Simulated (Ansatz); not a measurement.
SnO₂:
```yaml
crystal:
  lattice:
    - [4.75527, 0.00000, 0.00000]
    - [0.00000, 4.75527, 0.00000]
    - [0.00000, 0.00000, 3.18845]
  atoms:
    - { symbol: Sn, position: [0.00000, 0.00000, 0.00000] }
    - { symbol: Sn, position: [0.50000, 0.50000, 0.50000] }
    - { symbol: O, position: [0.30612, 0.30612, 0.00000] }
    - { symbol: O, position: [0.80612, 0.19388, 0.50000] }
    - { symbol: O, position: [0.19388, 0.80612, 0.50000] }
    - { symbol: O, position: [0.69388, 0.69388, 0.00000] }
```

Relaxed with HSE06.

Task: Give the Bader charges and basin volumes of the independent atoms, HSE06 in the plane-wave PAW code Ansatz.

Result: 

```tsv
atom	Bader charge (e)	Bader volume (Å³)
Sn1	+2.63	9.8
O3	-1.32	13.1
```

Space group P4_2/mnm (rutile). Symmetry was held in the HSE06 relaxation. Spin–orbit coupling is left out wherever it is not named.

Potentials: the later of the program's two PAW sets.
